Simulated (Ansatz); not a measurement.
## Ag3IO (Pm-3m)

These are results of Ansatz, DFT PBE, scalar-relativistic, plane waves, PAW, not measurements.

Plane waves to 420 eV, a k mesh through Γ of 8×8×8 on the computed 5-atom cell and Gaussian smearing (0.10 eV); no spin polarisation.

The structure is relaxed at this level of theory with its symmetry kept, and needn't be the ground state of this composition.

Space group Pm-3m (No. 221), cubic, a = 4.659 Å. Ag is surrounded by 2 O at 2.33 Å, 4 I at 3.29 Å and 8 Ag at 3.29 Å; I has 12 Ag at 3.29 Å; O has 6 Ag at 2.33 Å.

| Property | Result |
| --- | --- |
| Volume per atom | 136.5 bohr³ |
| Formation energy from the elements' standard states (uncorrected) | -0.030 eV/atom |
| Kohn–Sham band gap | none (metal) |
| Density of states at the Fermi level | 0.1 states/eV per cell |
| Orbital (Löwdin) character within 0.5 eV of the Fermi level | Ag 4d 39 %, O 2p 30 %, I 5p 21 %, Ag 5s 8 % |
| Bader charge by site (e) | Ag (3 in the cell) 0.44, I (1 in the cell) -0.31, O (1 in the cell) -1.01 |

Spin-orbit coupling is left out, which matters for the bands of heavy elements.

The cell was found from a structure generator's guess, not taken from experiment. Löwdin shares on free-atom orbitals overweight diffuse shells.
